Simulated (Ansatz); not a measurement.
## What DFT gives for CdSnRh₂Se₄

```
Sn Rh Se Cd
1.0
     0.00000    5.91720    0.00000
     5.91720    0.00000    0.00000
     2.95860    2.95860   -5.68914
Sn Rh Se Cd
1 2 4 1
Direct
  0.50000 0.50000 0.00000
  0.25000 0.75000 0.50000
  0.75000 0.25000 0.50000
  0.40420 0.40420 0.73260
  0.59580 0.13680 0.26740
  0.86320 0.86320 0.73260
  0.13680 0.59580 0.26740
  0.00000 0.00000 0.00000
```

The numbers come from plane-wave PAW DFT (Ansatz): PBE, no spin polarisation, 420 eV, 7×7×7 Γ-centred k points, fermi-dirac occupations (width 0.1 eV). Nothing was relaxed.

(1) Which atom feels the largest force, and which way?

(2) What do density and ELF say about some of the short contacts?

(3) Metal or insulator?

(4) Is it stable against the elements?

(5) What does the stress say?

Origin: a known structure type with other elements, at an estimated volume, so it need not be a known compound. Caveats: many states at the Fermi level without spin polarisation, so a magnetic state may lie lower; atoms or cell far from equilibrium.

Answers

(1) The largest is on Se7 (and as large on other atoms): 2.41 eV/Å, components (1.25, -1.25, -1.63). It makes 176° with the line to a nearest neighbour, Sn1 at 2.45 Å, pointing away from it.

(2) Sn–Se at 2.45 Å: least valence density 0.58 e/Å³ and ELF 0.50 there. Rh–Se at 2.48 Å: least valence density 0.52 e/Å³ and ELF 0.36 there. Se–Cd at 2.73 Å: least valence density 0.32 e/Å³ and ELF 0.27 there. Both are smooth PAW fields, read partly inside the augmentation spheres.

(3) It is a metal, with about 5.4 states/eV a cell as the mean within 0.25 eV of the Fermi level, mostly Rh d (57 %) and Se p (29 %).

(4) -0.03 eV an atom against the elements' usual phases (free molecules for gases, crystals otherwise, with no correction for O₂ or N₂), too near zero to call. Relaxing would lower it.

(5) The pressure is 4.0 GPa (compression positive), so with the atoms held at these fractions the cell would first expand; the forces are large, so a full relaxation may end otherwise. The principal stresses 3.1, 3.1, 5.8 GPa differ, so its shape would change too.
